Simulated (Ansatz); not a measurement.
GaN (rock salt, Fm-3m), DFT-r²SCAN in the program Ansatz with PAW potentials: ε∞ = 7.28, cell volume 18.75 Å³. Infrared-active transverse modes:

| ω_TO (cm⁻¹) | oscillator strength S_xx (e²/amu) |
|---|---|
| 252.3 | 1.081 |

Problem. Compute the static dielectric constant.

Solution. Each mode adds (4.921e7/V) S/ω²: 44.57. So ε0 = 51.9.

Problem. What LO frequency does the Lyddane–Sachs–Teller relation give?

Solution. ω_LO = ω_TO √(ε0/ε∞) = 673 cm⁻¹.

This is a known high-pressure phase of the composition, computed here at zero pressure and temperature. The r²SCAN relaxation kept the symmetry of its start; phonons on a q-mesh show no instability. Scalar-relativistic: spin–orbit coupling is off unless named, which matters more the heavier the elements.

Potentials: the earlier of the program's two PAW sets.
